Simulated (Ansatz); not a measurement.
# Straining ReOs

All numbers below come from DFT r2SCAN, scalar-relativistic, plane waves, PAW in Ansatz 0.2.0. (500 eV cutoff, 18×18×10 k-mesh, Gaussian smearing of 0.10 eV, no spin polarisation)

The relaxed crystal:

```xyz
2
Lattice="2.7532 0.0000 0.0000 -1.3766 2.3844 0.0000 0.0000 0.0000 4.3643" Properties=species:S:1:pos:R:3 pbc="T T T"
Re    1.3766    0.7948    2.1821
Os    0.0000    0.0000    0.0000
```

Deformation: biaxial strain in the a-b plane, with the length and tilt of c and the atoms relaxed, all within the symmetry that the strain leaves. Energies are extrapolated to zero smearing.

Spin–orbit coupling is left out, which can shift energies with elements as heavy as these.

| strain (%) | ΔE (meV/atom) | a (Å) | b (Å) | c (Å) |
| --- | --- | --- | --- | --- |
| -3.0 | 75.6 | 2.671 | 2.671 | 4.440 |
| -2.0 | 32.5 | 2.698 | 2.698 | 4.414 |
| -1.0 | 7.7 | 2.726 | 2.726 | 4.390 |
| +0.0 | 0.0 | 2.753 | 2.753 | 4.364 |
| +1.0 | 6.9 | 2.781 | 2.781 | 4.339 |
| +2.0 | 27.4 | 2.808 | 2.808 | 4.314 |
| +3.0 | 60.2 | 2.836 | 2.836 | 4.291 |

**Question.** What stiffness (1/V) d²E/dε² at zero strain does a cubic fit over all points give?

**Answer.** A cubic fit gives (1/V) d²E/dε² = 1691 GPa at zero strain (twice the biaxial modulus).

**Question.** How does the free axis c answer a small strain?

**Answer.** Between the innermost points its strain is -0.59 times the applied one.